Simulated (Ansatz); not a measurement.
Input and steps of a relaxation of cell and atoms on anatase SnTe₂ (the plane-wave code Ansatz, PBEsol). The starting cell was estimated from covalent radii.

```yaml
crystal:
  lattice:
    - [-2.86190546, 2.86190546, 7.1833827046]
    - [2.86190546, -2.86190546, 7.1833827046]
    - [2.86190546, 2.86190546, -7.1833827046]
  atoms:
    - { symbol: Sn, position: [0.75, 0.25, 0.5] }
    - { symbol: Sn, position: [0.0, 0.0, 0.0] }
    - { symbol: Te, position: [0.542, 0.042, 0.5] }
    - { symbol: Te, position: [0.792, 0.792, 0.0] }
    - { symbol: Te, position: [0.208, 0.208, 0.0] }
    - { symbol: Te, position: [0.958, 0.458, 0.5] }
kpoints:
  mp_grid: { grid: [6, 6, 6] }
hamiltonian:
  xc: pbesol
scf:
  occupations: { method: fermi_dirac, width: 0.03 }
relax:
  f_tol: 0.01
  cell: {}
  max_steps: 120
```

The trajectory has 18 recorded frames, each with positions in Å and forces in eV/Å. The last, and any step after a large change of cell, is solved on a basis re-selected at its cell; pressure is positive in compression.

Step 1: energy 0.0 meV/atom from step 1, largest force component 0.122 eV/Å, pressure -0.22 GPa
```xyz
6
Lattice="-2.8619 2.8619 7.1834 2.8619 -2.8619 7.1834 2.8619 2.8619 -7.1834" Properties=species:S:1:pos:R:3:forces:R:3 pbc="T T T"
Sn    0.0000    2.8619    3.5917    0.0000    0.0000    0.0000
Sn    0.0000    0.0000    0.0000    0.0000    0.0000    0.0000
Te    0.0000    2.8619    0.6034    0.0000    0.0000    0.1216
Te    0.0000    0.0000   11.3785    0.0000    0.0000    0.1216
Te    0.0000    0.0000    2.9883    0.0000    0.0000   -0.1216
Te    0.0000    2.8619    6.5800    0.0000    0.0000   -0.1216
```

Step 2: energy -2.4 meV/atom from step 1, largest force component 0.028 eV/Å, pressure +0.06 GPa
```xyz
6
Lattice="-2.8687 2.8687 7.1092 2.8687 -2.8687 7.1092 2.8687 2.8687 -7.1092" Properties=species:S:1:pos:R:3:forces:R:3 pbc="T T T"
Sn    0.0000    2.8687    3.5546    0.0000    0.0000    0.0000
Sn    0.0000    0.0000    0.0000    0.0000    0.0000    0.0000
Te    0.0000    2.8687    0.6134    0.0000    0.0000   -0.0278
Te    0.0000    0.0000   11.2771    0.0000    0.0000   -0.0278
Te    0.0000    0.0000    2.9412    0.0000    0.0000    0.0278
Te    0.0000    2.8687    6.4958    0.0000    0.0000    0.0278
```

Step 3: energy -3.6 meV/atom from step 1, largest force component 0.045 eV/Å, pressure +0.02 GPa
```xyz
6
Lattice="-2.8794 2.8794 7.0384 2.8794 -2.8794 7.0384 2.8794 2.8794 -7.0384" Properties=species:S:1:pos:R:3:forces:R:3 pbc="T T T"
Sn    0.0000    2.8794    3.5192    0.0000    0.0000    0.0000
Sn    0.0000    0.0000    0.0000    0.0000    0.0000    0.0000
Te    0.0000    2.8794    0.5891    0.0000    0.0000   -0.0453
Te    0.0000    0.0000   11.1467    0.0000    0.0000   -0.0453
Te    0.0000    0.0000    2.9301    0.0000    0.0000    0.0453
Te    0.0000    2.8794    6.4493    0.0000    0.0000    0.0453
```

Step 4: energy -5.0 meV/atom from step 1, largest force component 0.051 eV/Å, pressure +0.04 GPa
```xyz
6
Lattice="-2.8879 2.8879 6.9599 2.8879 -2.8879 6.9599 2.8879 2.8879 -6.9599" Properties=species:S:1:pos:R:3:forces:R:3 pbc="T T T"
Sn    0.0000    2.8879    3.4799    0.0000    0.0000    0.0000
Sn    0.0000    0.0000    0.0000    0.0000    0.0000    0.0000
Te    0.0000    2.8879    0.5595    0.0000    0.0000   -0.0512
Te    0.0000    0.0000   10.9993    0.0000    0.0000   -0.0512
Te    0.0000    0.0000    2.9204    0.0000    0.0000    0.0512
Te    0.0000    2.8879    6.4004    0.0000    0.0000    0.0512
```

Step 5: energy -15.1 meV/atom from step 1, largest force component 0.107 eV/Å, pressure 0.00 GPa
```xyz
6
Lattice="-2.9281 2.9281 6.6040 2.9281 -2.9281 6.6040 2.9281 2.9281 -6.6040" Properties=species:S:1:pos:R:3:forces:R:3 pbc="T T T"
Sn    0.0000    2.9281    3.3020    0.0000    0.0000    0.0000
Sn    0.0000    0.0000    0.0000    0.0000    0.0000    0.0000
Te    0.0000    2.9281    0.4267    0.0000    0.0000   -0.1068
Te    0.0000    0.0000   10.3327    0.0000    0.0000   -0.1068
Te    0.0000    0.0000    2.8753    0.0000    0.0000    0.1068
Te    0.0000    2.9281    6.1773    0.0000    0.0000    0.1068
```

Step 6: energy -35.2 meV/atom from step 1, largest force component 0.182 eV/Å, pressure -0.06 GPa
```xyz
6
Lattice="-2.9691 2.9691 6.2524 2.9691 -2.9691 6.2524 2.9691 2.9691 -6.2524" Properties=species:S:1:pos:R:3:forces:R:3 pbc="T T T"
Sn    0.0000    2.9691    3.1262    0.0000    0.0000    0.0000
Sn    0.0000    0.0000    0.0000    0.0000    0.0000    0.0000
Te    0.0000    2.9691    0.2992    0.0000    0.0000   -0.1816
Te    0.0000    0.0000    9.6777    0.0000    0.0000   -0.1816
Te    0.0000    0.0000    2.8270    0.0000    0.0000    0.1816
Te    0.0000    2.9691    5.9532    0.0000    0.0000    0.1816
```

Step 7: energy -46.3 meV/atom from step 1, largest force component 0.308 eV/Å, pressure +0.55 GPa
```xyz
6
Lattice="-2.9854 2.9854 5.9982 2.9854 -2.9854 5.9982 2.9854 2.9854 -5.9982" Properties=species:S:1:pos:R:3:forces:R:3 pbc="T T T"
Sn    0.0000    2.9854    2.9991    0.0000    0.0000    0.0000
Sn    0.0000    0.0000    0.0000    0.0000    0.0000    0.0000
Te    0.0000    2.9854    0.2178    0.0000    0.0000   -0.3085
Te    0.0000    0.0000    9.2152    0.0000    0.0000   -0.3085
Te    0.0000    0.0000    2.7813    0.0000    0.0000    0.3085
Te    0.0000    2.9854    5.7804    0.0000    0.0000    0.3085
```

Step 8: energy -74.3 meV/atom from step 1, largest force component 0.435 eV/Å, pressure +0.42 GPa
```xyz
6
Lattice="-3.0162 3.0162 5.6516 3.0162 -3.0162 5.6516 3.0162 3.0162 -5.6516" Properties=species:S:1:pos:R:3:forces:R:3 pbc="T T T"
Sn    0.0000    3.0162    2.8258    0.0000    0.0000    0.0000
Sn    0.0000    0.0000    0.0000    0.0000    0.0000    0.0000
Te    0.0000    3.0162    0.0522    0.0000    0.0000   -0.4345
Te    0.0000    0.0000    8.5295    0.0000    0.0000   -0.4345
Te    0.0000    0.0000    2.7736    0.0000    0.0000    0.4345
Te    0.0000    3.0162    5.5994    0.0000    0.0000    0.4345
```

Step 9: energy -106.1 meV/atom from step 1, largest force component 0.642 eV/Å, pressure +0.63 GPa
```xyz
6
Lattice="-3.0360 3.0360 5.3562 3.0360 -3.0360 5.3562 3.0360 3.0360 -5.3562" Properties=species:S:1:pos:R:3:forces:R:3 pbc="T T T"
Sn    0.0000    3.0360    2.6781    0.0000    0.0000    0.0000
Sn    0.0000    0.0000    0.0000    0.0000    0.0000    0.0000
Te    0.0000    3.0360   -0.0951    0.0000    0.0000   -0.6423
Te    0.0000    0.0000    7.9392    0.0000    0.0000   -0.6423
Te    0.0000    0.0000    2.7732    0.0000    0.0000    0.6423
Te    0.0000    3.0360    5.4513    0.0000    0.0000    0.6423
```

Step 10: energy -155.2 meV/atom from step 1, largest force component 0.304 eV/Å, pressure -0.94 GPa
```xyz
6
Lattice="-3.0273 3.0273 5.3232 3.0273 -3.0273 5.3232 3.0273 3.0273 -5.3232" Properties=species:S:1:pos:R:3:forces:R:3 pbc="T T T"
Sn    0.0000    3.0273    2.6616    0.0000    0.0000    0.0000
Sn    0.0000    0.0000    0.0000    0.0000    0.0000    0.0000
Te    0.0000    3.0273   -0.2394    0.0000    0.0000   -0.3037
Te    0.0000    0.0000    7.7454    0.0000    0.0000   -0.3037
Te    0.0000    0.0000    2.9010    0.0000    0.0000    0.3037
Te    0.0000    3.0273    5.5625    0.0000    0.0000    0.3037
```

Step 11: energy -192.1 meV/atom from step 1, largest force component 0.354 eV/Å, pressure +0.30 GPa
```xyz
6
Lattice="-3.0023 3.0023 5.1316 3.0023 -3.0023 5.1316 3.0023 3.0023 -5.1316" Properties=species:S:1:pos:R:3:forces:R:3 pbc="T T T"
Sn    0.0000    3.0023    2.5658    0.0000    0.0000    0.0000
Sn    0.0000    0.0000    0.0000    0.0000    0.0000    0.0000
Te    0.0000    3.0023   -0.3736    0.0000    0.0000   -0.3543
Te    0.0000    0.0000    7.3239    0.0000    0.0000   -0.3543
Te    0.0000    0.0000    2.9394    0.0000    0.0000    0.3543
Te    0.0000    3.0023    5.5053    0.0000    0.0000    0.3543
```

Step 12: energy -222.5 meV/atom from step 1, largest force component 0.364 eV/Å, pressure +1.02 GPa
```xyz
6
Lattice="-3.0066 3.0066 4.9660 3.0066 -3.0066 4.9660 3.0066 3.0066 -4.9660" Properties=species:S:1:pos:R:3:forces:R:3 pbc="T T T"
Sn    0.0000    3.0066    2.4830    0.0000    0.0000    0.0000
Sn    0.0000    0.0000    0.0000    0.0000    0.0000    0.0000
Te    0.0000    3.0066   -0.4956    0.0000    0.0000   -0.3636
Te    0.0000    0.0000    6.9534    0.0000    0.0000   -0.3636
Te    0.0000    0.0000    2.9786    0.0000    0.0000    0.3636
Te    0.0000    3.0066    5.4616    0.0000    0.0000    0.3636
```

Step 13: energy -248.4 meV/atom from step 1, largest force component 0.172 eV/Å, pressure +0.66 GPa
```xyz
6
Lattice="-3.0377 3.0377 4.8313 3.0377 -3.0377 4.8313 3.0377 3.0377 -4.8313" Properties=species:S:1:pos:R:3:forces:R:3 pbc="T T T"
Sn    0.0000    3.0377    2.4157    0.0000    0.0000    0.0000
Sn    0.0000    0.0000    0.0000    0.0000    0.0000    0.0000
Te    0.0000    3.0377   -0.6133    0.0000    0.0000   -0.1720
Te    0.0000    0.0000    6.6337    0.0000    0.0000   -0.1720
Te    0.0000    0.0000    3.0290    0.0000    0.0000    0.1720
Te    0.0000    3.0377    5.4446    0.0000    0.0000    0.1720
```

Step 14: energy -254.8 meV/atom from step 1, largest force component 0.024 eV/Å, pressure +0.04 GPa
```xyz
6
Lattice="-3.0723 3.0723 4.7649 3.0723 -3.0723 4.7649 3.0723 3.0723 -4.7649" Properties=species:S:1:pos:R:3:forces:R:3 pbc="T T T"
Sn    0.0000    3.0723    2.3824    0.0000    0.0000    0.0000
Sn    0.0000    0.0000    0.0000    0.0000    0.0000    0.0000
Te    0.0000    3.0723   -0.6690    0.0000    0.0000   -0.0241
Te    0.0000    0.0000    6.4783    0.0000    0.0000   -0.0241
Te    0.0000    0.0000    3.0514    0.0000    0.0000    0.0241
Te    0.0000    3.0723    5.4339    0.0000    0.0000    0.0241
```

Step 15: energy -254.8 meV/atom from step 1, largest force component 0.004 eV/Å, pressure +0.01 GPa
```xyz
6
Lattice="-3.0691 3.0691 4.7759 3.0691 -3.0691 4.7759 3.0691 3.0691 -4.7759" Properties=species:S:1:pos:R:3:forces:R:3 pbc="T T T"
Sn    0.0000    3.0691    2.3880    0.0000    0.0000    0.0000
Sn    0.0000    0.0000    0.0000    0.0000    0.0000    0.0000
Te    0.0000    3.0691   -0.6772    0.0000    0.0000    0.0036
Te    0.0000    0.0000    6.4867    0.0000    0.0000    0.0036
Te    0.0000    0.0000    3.0652    0.0000    0.0000   -0.0036
Te    0.0000    3.0691    5.4531    0.0000    0.0000   -0.0036
```

Step 16: energy -254.7 meV/atom from step 1, largest force component 0.004 eV/Å, pressure -0.01 GPa
```xyz
6
Lattice="-3.0691 3.0691 4.7759 3.0691 -3.0691 4.7759 3.0691 3.0691 -4.7759" Properties=species:S:1:pos:R:3:forces:R:3 pbc="T T T"
Sn    0.0000    3.0691    2.3880    0.0000    0.0000    0.0000
Sn    0.0000    0.0000    0.0000    0.0000    0.0000    0.0000
Te    0.0000    3.0691   -0.6772    0.0000    0.0000    0.0037
Te    0.0000    0.0000    6.4867    0.0000    0.0000    0.0037
Te    0.0000    0.0000    3.0652    0.0000    0.0000   -0.0037
Te    0.0000    3.0691    5.4531    0.0000    0.0000   -0.0037
```

Step 17: energy -254.7 meV/atom from step 1, largest force component 0.001 eV/Å, pressure 0.00 GPa
```xyz
6
Lattice="-3.0706 3.0706 4.7712 3.0706 -3.0706 4.7712 3.0706 3.0706 -4.7712" Properties=species:S:1:pos:R:3:forces:R:3 pbc="T T T"
Sn    0.0000    3.0706    2.3856    0.0000    0.0000    0.0000
Sn    0.0000    0.0000    0.0000    0.0000    0.0000    0.0000
Te    0.0000    3.0706   -0.6763    0.0000    0.0000    0.0012
Te    0.0000    0.0000    6.4806    0.0000    0.0000    0.0012
Te    0.0000    0.0000    3.0619    0.0000    0.0000   -0.0012
Te    0.0000    3.0706    5.4475    0.0000    0.0000   -0.0012
```

Step 18: energy -254.7 meV/atom from step 1, largest force component 0.001 eV/Å, pressure 0.00 GPa
```xyz
6
Lattice="-3.0706 3.0706 4.7712 3.0706 -3.0706 4.7712 3.0706 3.0706 -4.7712" Properties=species:S:1:pos:R:3:forces:R:3 pbc="T T T"
Sn    0.0000    3.0706    2.3856    0.0000    0.0000    0.0000
Sn    0.0000    0.0000    0.0000    0.0000    0.0000    0.0000
Te    0.0000    3.0706   -0.6763    0.0000    0.0000    0.0011
Te    0.0000    0.0000    6.4806    0.0000    0.0000    0.0011
Te    0.0000    0.0000    3.0619    0.0000    0.0000   -0.0011
Te    0.0000    3.0706    5.4475    0.0000    0.0000   -0.0011
```

In 16 steps the volume changed by -23.5 %; between the first SCF and the last, each on a basis chosen for its cell, the energy fell by 255 meV an atom. Final cell: it is tetragonal, I4_1/amd (No. 141); a = 6.141 Å, c = 9.542 Å in the conventional setting, 29.99 Å³ an atom. Around Sn lie 6 Te at 3.06–3.14 Å; around Te lie 3 Sn at 3.06–3.14 Å and 2 Te at 3.24 Å.

Command: `ansatz run input.yaml --threads 2 --pin off --max-ram 2211MiB --backend cpu --events-out ev --progress --plain --runs-dir out`. Wall time 3.1 min on 2 threads of Intel(R) Xeon(R) Processor @ 2.70GHz, on a shared host; peak host memory 0.73 GiB.

Note: simulated data, non-magnetic, for a generated structure that need not be the stable one.

Where bands overlap the cell is a metal at that level, and these k meshes limit energies, forces and stress. Overlaps of a few tenths of an eV in semilocal functionals can be an artefact that a hybrid or GW lifts.
